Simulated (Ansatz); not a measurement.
Ansatz (a quantum-chemistry and plane-wave program) input:

Ansatz 0.2 input:
```yaml
crystal:
  lattice:
    - [0.0, 4.1128200041, 4.2649526842]
    - [2.3872515795, 0.0, 4.2649526842]
    - [2.3872515795, 4.1128200041, 0.0]
  atoms:
    - { symbol: Si, position: [0.662083383, 0.337916617, 0.662083383] }
    - { symbol: Si, position: [0.337916617, 0.662083383, 0.337916617] }
    - { symbol: Si, position: [0.587916617, 0.912083383, 0.587916617] }
    - { symbol: Si, position: [0.912083383, 0.587916617, 0.912083383] }
    - { symbol: Ti, position: [0.0, 0.0, 0.0] }
    - { symbol: Ti, position: [0.25, 0.25, 0.25] }
kpoints:
  mp_grid: { grid: [11, 11, 11] }
hamiltonian:
  xc: r2scan
  pseudopotentials: { kind: paw }
scf:
  occupations: { method: gaussian, width: 0.05 }
checkpoint: { read: metal.run }
output: { bader: true, populations: true }
```

Output (shortened):

```
Pseudopotential: Si, paw, valence charge 4
Pseudopotential: Ti, paw, valence charge 12
Functional definition: r2SCAN
Crystal: 6 atoms, lattice volume = 83.749 Å³
Basis set: ecut = 500 eV, 2121 PW (Γ), exchange–correlation on 180×144×144 points (64 copies of the dense FFT grid, shifted against one another)
Bands: 32, of which v1, the nominal top of the filled ones, is band 20 counted from 1 (19 counted from 0)
Symmetry: 8 space group operations
Space group: Fddd (ITA 70), of the structure as read, at distance tolerance 4.4e-5 Å
k-points: 216 of 1331
Stability of the state it starts from, as read at its close in the unpolarized treatment …
iter 1 solved again at ethr=8.02e-8 eV; its pass at ethr=3.10e-3 eV (dr2=3.21e-5 eV) is discarded
SCF iter   1: F=—  HF=-7568.178807 eV  |F-HF|=—  |Δ(HF+E_count)|=         —  Δρ=4.06e-7  dr2=1.23e-10  dr2_τ=3.04e-12  ethr=8.02e-8  ⟨swp⟩=2.9  Hψ=49335  notcnv=0
preconditioner: auto → Kerker (q_TF=auto, 2.412 Å⁻¹)
SCF iter   2: F=-7568.178807 eV  HF=-7568.178807 eV  |F-HF|=3.64e-12  |Δ(HF+E_count)|=  2.36e-10  Δρ=1.58e-7  dr2=2.91e-11  dr2_τ=3.25e-12  ethr=1.00e-12  ⟨swp⟩=6.4  Hψ=25351  notcnv=0
SCF 1 converged in 2 iterations: F = -7568.178807 eV  dr2 = 2.91e-11
SCF converged after 2 iterations
Free energy (F): -7568.178807 eV
Harris-Foulkes:  -7568.178807 eV  (|F-HF|=3.64e-12)
Internal energy: -7568.176443 eV  (E = F + TS)
E sigma→0 (E₀):  -7568.177625 eV
Entropy (-TS):   -0.002364 eV (-0.394 meV/atom)
Fermi energy:    12.692826 eV
--- Per-component energies (eV) ---
  E_band       = -244.338782
  E_kinetic    = 720.554134
  E_local      = -2012.573517  (includes V_loc(G=0)·N_el)
  E_nonlocal   = 111.435811
  E_hartree    = 878.451124
  E_xc         = -399.439325
  E_vxc        = -476.790453  (∫ρ·V_xc dr)
  E_paw        = -4191.489272  (= ΣΔE_a)
  E_vpaw       = -370.853324  (= ΣTr[D̂ρ^β])
  E_aug_tail   = 0.000200  (compensation charges beyond the density's cutoff)
  E_vtau       = 26.986257  (kinetic-family band-sum trace: ∫τ·v_τ [+ j·A + Jᵃ·Aᵃ] dr)
  E_ewald      = -2674.302950
  E_core_change = -0.812646  (= ΣΔE_core)
  E_smearing   = -0.002364  (= −TS)
  E_closure    = 0.000000  (closes the sum)
  Σ components = -7568.178807   (vs F -7568.178807, Δ=0.00e0)
  [band-id]    e_kinetic+e_local+e_nonlocal+2·e_hartree+e_vxc+e_vpaw+e_augmentation_tail+e_vtau = -244.338645   (vs E_band -244.338782, Δ=1.37e-4)
--- Band table (eV; the first three rows and the last of 216) ---
  k-point 0: bands = ["-45.9613", "-45.9310", "-21.2927", "-21.2796", "-21.1978", "-21.1826", "-21.1607", "-21.1589", "-0.6962", "5.6449", "6.7150", "6.8835", "7.2628", "8.6387", "8.8082", "9.9077", "10.2394", "10.3749", "10.6799", "11.1537", "11.6982", …
  k-point 1: bands = ["-45.9608", "-45.9315", "-21.2924", "-21.2793", "-21.2001", "-21.1827", "-21.1607", "-21.1586", "-0.6036", "5.4994", "6.1966", "6.8583", "7.5833", "8.6663", "8.8812", "9.9085", "10.1158", "10.3541", "11.0888", "11.1972", "11.6752", …
  k-point 2: bands = ["-45.9594", "-45.9327", "-21.2926", "-21.2772", "-21.2068", "-21.1825", "-21.1613", "-21.1571", "-0.3301", "5.1555", "5.4034", "6.8276", "7.6477", "8.5168", "9.3475", "9.5340", "10.5131", "10.6246", "11.3649", "11.4583", "11.8157", …
  k-point 215: bands = ["-45.9463", "-45.9457", "-21.2598", "-21.2543", "-21.2309", "-21.2243", "-21.1586", "-21.1570", "1.4035", "1.4170", "6.3446", "7.0779", "7.7077", "8.6418", "9.4204", "9.7033", "10.9233", "10.9853", "11.5720", "11.6249", "13.5591", …
--- Löwdin populations: 6 sites ---
  site symbol       q [e]
     0     Si      4.0927
     1     Si      4.0927
     2     Si      4.0927
     3     Si      4.0927
     4     Ti     11.5795
     5     Ti     11.5795
  spilling = 0.011756 (of n_electrons = 40.000000)
--- Bader charges: 6 sites ---
  site symbol  charge [e]  shift [e]
     0     Si     -0.6271     0.0029
     1     Si     -0.6272     0.0029
     2     Si     -0.6272     0.0029
     3     Si     -0.6271     0.0029
     4     Ti      1.2543     0.0058
     5     Ti      1.2543     0.0058
  shift: an alarm, by how much a part of what the PAW files miss would move the charge. Where it is large, compare
  with a run on PAW files of another source; a small one proves nothing
  estimated error of the sums over rays = 9.8e-4 e
```

Cost: around 2.7 core-minutes (rough) on shared cores.

Symmetry was held in the r²SCAN relaxation. No spin polarisation was allowed.

Potentials: the later of the program's two PAW sets.

Ansatz is a plane-wave DFT program.
